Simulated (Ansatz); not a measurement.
# Bands of LuSe

```
Lu Se
1.0
     0.00000    2.78800    2.78800
     2.78800    0.00000    2.78800
     2.78800    2.78800    0.00000
Lu Se
1 1
Direct
  0.00000 0.00000 0.00000
  0.50000 0.50000 0.50000
```

Atom numbers follow the list: Lu1, Se2.

The cell is COD entry 1538176, as deposited and not checked against the literature; nothing was relaxed.

No spin–orbit coupling, which matters for the heavy atoms here.

Computed with DFT, PBEsol, all-electron LAPW, scalar-relativistic in Ansatz 0.2.0.

Settings: a Γ-centred 9×9×9 k mesh, Fermi–Dirac smearing of 0.02 eV, basis error target 1 meV/atom, no spin polarisation.

Points in fractions of the reciprocal vectors of this cell: Γ (0, 0, 0), X (0.5, 0, 0.5), U (0.625, 0.25, 0.625), K (0.375, 0.375, 0.75), L (0.5, 0.5, 0.5), W (0.5, 0.25, 0.75). The path joins them by straight lines in the order Γ–X–U–K–Γ–L–W–X; legs that retrace an earlier one aren't tabulated. Energies are in eV from the Fermi level.

Q: Is there a gap?

A: none: with an odd electron count and no spin polarisation the bands can't all be full, a metal in this set-up (spin order or a larger cell could open a gap).

Q: List the levels between -20 and 0.5 eV at the symmetry points.

A: 
Γ: -15.90, -6.26 (×3), -6.13, -6.09 (×3), -2.96 (×3), -0.26 (×3), 0.21
X: -14.99, -6.24 (×2), -6.16, -6.12, -6.11 (×2), -6.09, -6.09, -4.08 (×2), -2.43
U: -14.81, -6.40, -6.20, -6.16, -6.12, -6.11 (×2), -6.09, -5.87, -5.79, -4.66, -0.69
K: -14.81, -6.40, -6.20, -6.16, -6.12, -6.11 (×2), -6.09, -5.87, -5.79, -4.66, -0.69
L: -14.60, -7.81, -6.13 (×2), -6.12, -6.11 (×2), -6.09 (×2), -5.20 (×2)
W: -14.78, -6.32, -6.20 (×2), -6.12 (×2), -6.10, -6.09, -5.57 (×2), -5.53
